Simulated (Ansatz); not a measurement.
Given:

Relaxed LiCl (rock salt):

```xyz
4
Lattice="0.0000 5.1504 5.1504 2.5752 0.0000 2.5752 2.5752 2.5752 0.0000" Properties=species:S:1:pos:R:3 pbc="T T T"
Cl     0.0000     0.0000     0.0000
Cl     2.5752     2.5752     5.1504
Li     2.5752     2.5752     2.5752
Li     2.5752     5.1504     5.1504
```

A phonon eigenvector at L = (0.5, 0.0, 0.0) is frozen into this cell: atom i moves by Q times the vector below, so Q is the largest atomic displacement, in Å. The cell is held. It is one choice among 2 degenerate patterns. (q is in reciprocal vectors of the primitive cell; the cell shown is doubled to hold the pattern.)

```csv
atom,x,y,z
Li3,-0.285,0.520,-0.805
Li4,0.285,-0.520,0.805
```

Atoms not listed stay in place.

Level of theory: PBE (plane waves to 420 eV, PAW, scalar-relativistic; Ansatz, an electronic-structure program). k mesh 11×11×11 (Γ-centred), Fermi-Dirac smearing 0.05 eV. E stands for the smeared free energy. LiCl was relaxed with its symmetry unable to fall. ΔE is measured from the undisplaced structure.

The scan covers Q from -0.180 to 0.180 Å in 13 points.

**Question.** Which space group does the distorted structure have?

**Answer.** P-1 (No. 2), lowered from Fm-3m.

**Question.** What is the energy change at Q = 0.180 Å?

**Answer.** 29.0 meV/cell.

**Question.** What harmonic wavenumber does the curvature at Q = 0 give?

**Answer.** 185 cm⁻¹.

(For displaced atoms, the force is minus the slope of the energy, and its curvature is a force constant, which sets phonon frequencies.)
